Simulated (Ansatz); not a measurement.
Squeezing Sc (hcp type)

```
Sc
1.0
     3.31964    0.00000    0.00000
    -1.65982    2.87489    0.00000
     0.00000    0.00000    5.17698
Sc
2
Cartesian
  0.0000 1.9166 1.2942
  1.6598 0.9583 3.8827
```

The base cell comes from a relaxation on PAW files under the same functional.

Its volume is scaled, and at each volume shape and atoms are relaxed on PAW files; all methods then take that cell.

Level of theory: DFT with PBE, scalar-relativistic, in Ansatz 0.2.0; a Γ-centred 13×13×7 k mesh, Fermi–Dirac smearing of 0.08 eV, no spin polarisation. LAPW: all electrons, basis error target 1 meV/atom; PAW: frozen-core files, cutoff 420 eV; crystal datasets: all electrons, by PAW datasets that the program makes for each cell; norm-conserving: pseudopotentials, cutoff 1061 eV; PAW (partial waves polarizable): frozen-core files, cutoff 420 eV.

Energies are extrapolated to zero smearing and count from the unscaled cell; pressure is positive in compression; gaps take the mesh and a band path. No temperature or zero-point motion is included.

The structure type is held throughout; the real material can change phase at far lower pressure.

```tsv
V/V0	V (Å³/atom)	P LAPW (GPa)	ΔE LAPW (eV/atom)	P PAW − LAPW (GPa)	ΔE PAW − LAPW (meV/atom)	space group	shortest distance (Å)
1.00	24.70	-0.03	0.000	0.00	0.0	P6_3/mmc	3.221
0.95	23.47	2.98	0.010	0.00	0.0	P6_3/mmc	3.164
0.85	21.00	11.41	0.114	0.00	0.0	P6_3/mmc	3.045
0.75	18.53	24.5	0.383	0.01	0.1	P6_3/mmc	2.919
0.65	16.06	44.4	0.901	0.03	0.4	P6_3/mmc	2.790
0.55	13.59	76.4	1.807	0.07	1.2	P6_3/mmc	2.656
0.45	11.12	?	?	?	?	?	?
0.40	9.88	168.6	4.493	0.15	3.9	P6_3/mmc	2.365
```

Question: Fit the Vinet equation to the LAPW pressures shown (residuals weighted by 1/(|P| + 0.03·Pmax)), and predict the pressure of the withheld row.

Answer: The fit gives V0 = 24.67 Å³/atom, B0 = 57.3 GPa and B0′ = 2.82. At 11.12 Å³/atom, x = (V/V0)^(1/3) = 0.7666, and P = 3·B0·(1 − x)/x²·exp[1.5·(B0′ − 1)·(1 − x)] = 129.1 GPa. The run itself gave 129.1 GPa (0.0 % off) and ΔE = 3.355 eV/atom.

Question: At the smallest volume, how far do crystal datasets and norm-conserving and PAW (partial waves polarizable) lie from LAPW in pressure?

Answer: crystal datasets: 0.00 GPa; norm-conserving: -0.87 GPa; PAW (partial waves polarizable): +0.15 GPa, on a LAPW pressure of 168.6 GPa.

Question: How do the Löwdin populations by LAPW change from the unscaled cell to the last row?

Answer: Sc 3s 1.97 → 1.86, Sc 4s 0.98 → 0.42, Sc 3p 5.99 → 5.84, Sc 3d 1.93 → 2.86 electrons an atom. These are projections on the shells that the free atoms fill; 0.26 e a cell lies outside them at the start and 0.06 e at the end.
